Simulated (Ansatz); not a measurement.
Here is the system:

Starting cell, CsSnI₃ (cubic perovskite):

```yaml
crystal:
  lattice:
    - [6.27122, 0.00000, 0.00000]
    - [0.00000, 6.27122, 0.00000]
    - [0.00000, 0.00000, 6.27122]
  atoms:
    - { symbol: Cs, position: [0.00000, 0.00000, 0.00000] }
    - { symbol: Sn, position: [0.50000, 0.50000, 0.50000] }
    - { symbol: I, position: [0.00000, 0.50000, 0.50000] }
    - { symbol: I, position: [0.50000, 0.50000, 0.00000] }
    - { symbol: I, position: [0.50000, 0.00000, 0.50000] }
```

Scan: atom 5 (I, nearest neighbour Sn at 3.136 Å; its periodic images, 6.3 Å or more away, move with it) is displaced along Cartesian x, direction (1.000, 0.000, 0.000) in Cartesian axes, by s. The other atoms stay.

Computed with PBE (plane waves to 420 eV, PAW, scalar-relativistic; Ansatz, an electronic-structure program). k mesh 5×5×5 (Γ-centred), Fermi-Dirac smearing 0.05 eV. Energies are smeared free energies. CsSnI3 was relaxed with its symmetry unable to fall. Spin-orbit coupling is left out, though I is heavy. The PAW data are Ansatz's earlier set. This is a high-temperature form of CsSnI3. The zero of ΔE is the undisplaced structure.

The scan covers s from -0.940 to 0.940 Å in 11 points.

**Question.** Is this a single well or a double well?

**Answer.** A single well with its minimum at or next to zero displacement.

**Question.** Is the energy the same for equal positive and negative displacements?

**Answer.** Even: the same for both signs. With its periodic images moving along, the atom's site symmetry in this cell is 4/mmm.

**Question.** What is the energy change at s = 0.940 Å?

**Answer.** 212.0 meV/cell.

**Question.** What force acts on the atom along the line at s = -0.940 Å?

**Answer.** 0.574 eV/Å.

**Question.** What is the force constant k = d²E/ds² of this move at s = 0?

**Answer.** 0.36 eV/Å².

(For displaced atoms, the force is minus the slope of the energy, and its curvature is a force constant, which sets phonon frequencies.)
